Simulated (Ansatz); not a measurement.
# Data sheet: MoPd (DFT)

MoPd:
```cif
data_Mo4Pd4
_chemical_formula_sum 'Pd4 Mo4'
_space_group_name_H-M_alt 'Fm-3m'
_space_group_IT_number 225
_space_group_name_Hall '-F 4 2 3'
_cell_length_a 5.14545
_cell_length_b 5.14545
_cell_length_c 5.14545
_cell_angle_alpha 90.000
_cell_angle_beta 90.000
_cell_angle_gamma 90.000
loop_
_atom_site_label
_atom_site_type_symbol
_atom_site_symmetry_multiplicity
_atom_site_Wyckoff_symbol
_atom_site_fract_x
_atom_site_fract_y
_atom_site_fract_z
_atom_site_occupancy
Pd1 Pd 4 a 0.00000 0.00000 0.00000 1
Mo1 Mo 4 b 0.50000 0.50000 0.50000 1
```
(The calculation used a cell of 2 atoms; values per cell refer to that cell.)

Space group Fm-3m (No. 225), rock salt; conventional cell a = b = c = 5.1454 Å, α = β = γ = 90.00°.

Method: DFT-PBEsol in the program Ansatz with PAW potentials. Geometry: relaxed at this level of theory. Other levels are named where they apply.

Cell and energy:

```yaml
volume_per_atom: 17.03 Å³
density: 9.87 g/cm³
Formation energy from the elements (no fitted shifts): 1.14 eV/atom
```

Electronic structure:

```yaml
electronic_character: metallic (no gap)
Density of states at the Fermi level: 1.7 states/eV per atom (mean over ±0.08 eV)
Gap with spin–orbit coupling: none (metallic)
```

Mechanics:

```yaml
Bulk modulus (Birch–Murnaghan fit): 192 GPa
Pressure derivative B′: 4.7
Elastic constants (relaxed ions, GPa): C11 = 294, C12 = 142, C44 = -8.8
mechanical_stability: unstable (C has a negative eigenvalue)
```

Phonons:

```yaml
highest_zone_centre_frequency: 143 cm⁻¹
zone_centre_stability: no imaginary mode at Γ
```

The start of the workflow was typed in or built on a structure type; neither database checked (COD, Materials Project) lists it. Its standing as an ambient phase is unchecked. Symmetry was held in the PBEsol relaxation. No spin polarisation was allowed. Its formation energy is positive at this level, so the cell may be metastable or incomplete. As this level gives no gap, shear constants depend on the k-mesh and smearing (Fermi–Dirac, 0.1 eV here). As this level gives no gap, phonon frequencies hold no LO–TO term and depend on the k-mesh and smearing (Fermi–Dirac, 0.1 eV here). The references are the lowest solids computed at this level, not always the standard phases. Spin–orbit coupling is left out wherever it is not named.

Potentials: the earlier of the program's two PAW sets. The files were generated under PBE; for other functionals the program regenerates the frozen cores, and for LDA and PBEsol the local potential too.
